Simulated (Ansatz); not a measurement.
**Property card for Be2Co**

All numbers below come from DFT PBE, scalar-relativistic, plane waves, PAW (Ansatz).

Cutoff 420 eV; k points 18×18×20 on the computed 3-atom cell (Γ-centred); Gaussian smearing, width 0.10 eV; no spin polarisation.

The structure is relaxed at this level of theory with its symmetry kept, and needn't be the ground state of this composition.

Space group P6/mmm (No. 191), hexagonal, a = 3.501 Å, c = 2.391 Å. Be has 3 Be at 2.02 Å, 6 Co at 2.35 Å and 2 Be at 2.39 Å; Co is surrounded by 12 Be at 2.35 Å and 2 Co at 2.39 Å.

| Property | Result |
| --- | --- |
| Volume per atom | 8.46 Å³ |
| Formation energy from the elements' standard states (uncorrected) | -0.265 eV/atom |
| Kohn–Sham band gap | none (metal) |
| Density of states at the Fermi level | 1.3 states/eV per cell |
| Orbital (Löwdin) character within 0.5 eV of the Fermi level | Co 3d 80 %, unprojected 11 % |
| Bader charge by site (e) | Be (2 in the cell) 1.28, Co (1 in the cell) -2.57 |

A magnetic start lost its moments in a first run, so spin was left out; other magnetic orders weren't tried.

The cell was found from a structure generator's guess, not taken from experiment. Löwdin shares on free-atom orbitals overweight diffuse shells.
